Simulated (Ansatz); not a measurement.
SnGe (rock salt, space group No. 225), PBE in the plane-wave PAW code Ansatz, all energies at zero smearing, with the estimated change up to a 700 eV cutoff added, with one set of potentials and settings (totals compare only within such a set). Cell of 2 atoms (1 Ge, 1 Sn): -10318.859 eV.

| element | reference phase | E (eV/atom) |
|---|---|---|
| Ge | Fd-3m, 2 atoms in the cell | -4294.9847 |
| Sn | Fd-3m, 2 atoms in the cell | -6024.2128 |

Formation energy per atom, worked out: (-10318.859 − 1×(-4294.9847) − 1×(-6024.2128))/2 = 0.169 eV/atom (16 kJ per mol of atoms), at 0 K, without zero-point energy or fitted corrections.

Space group Fm-3m (rock salt). A made-up cell: these elements were put on the sites of a structure type; neither database checked (COD, Materials Project) lists it. Its standing as an ambient phase is unchecked. The cell was relaxed with PBE under the symmetry of its start; its stability against distortions is not shown here. The references are the lowest solids computed at this level, not always the standard phases. Scalar-relativistic: spin–orbit coupling is off unless named, which matters more the heavier the elements.

Potentials: the later of the program's two PAW sets.
